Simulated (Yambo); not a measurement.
A G0W0@PBEsol run in Yambo for CdZnS₂ (space group P3m1, No. 156) (3×3×2 Γ-centred k mesh, bands 9 to 179 and a 8 Ry block in the screening, 179 bands in G with the Bruneval-Gonze terminator, plasmon pole fitted at 27.2 eV) gives these matrix elements, in eV, at the band edges (Γ → Γ):

```tsv
state	E0	<Vxc>	<Σx>	<Σc(E0)>	Z
valence edge	0.000	-15.639	-18.850	2.134	0.785
conduction edge	1.330	-11.286	-6.975	-3.869	0.811
```

### Question
Solve the linearised quasiparticle equation for both states, give the gap, and say how exchange and correlation each act on it.

### Answer
E = E0 + Z(Σx + Σc − Vxc). Valence: 0.000 + 0.785 × (-18.850 + (2.134) − (-15.639)) = -0.85 eV. Conduction: 1.330 + 0.811 × (-6.975 + (-3.869) − (-11.286)) = 1.69 eV. The gap is 2.53 eV, against 1.33 eV in PBEsol. Replacing Vxc by bare exchange alone would open it by 7.52 eV; correlation takes back 6.00 eV of that, and Z scales what is left. Nearest settings tried, and what they do to the gap: 116 bands in G: +2 meV; 116 bands in W, 116 bands in G: +17 meV; 7 Ry block (197 vectors against 251): -17 meV; 3×3×1 mesh: -143 meV. So the settings aren't converged at that level. The k mesh is coarse. Spin-orbit splittings are left out.

Geometry relaxed with PBEsol; primitive cell a = b = 3.936 Å, c = 6.518 Å, α = β = 90.00°, γ = 120.00°.

The structure is a Materials Project entry; no match was found in the copy of COD used, and its stability was not checked.
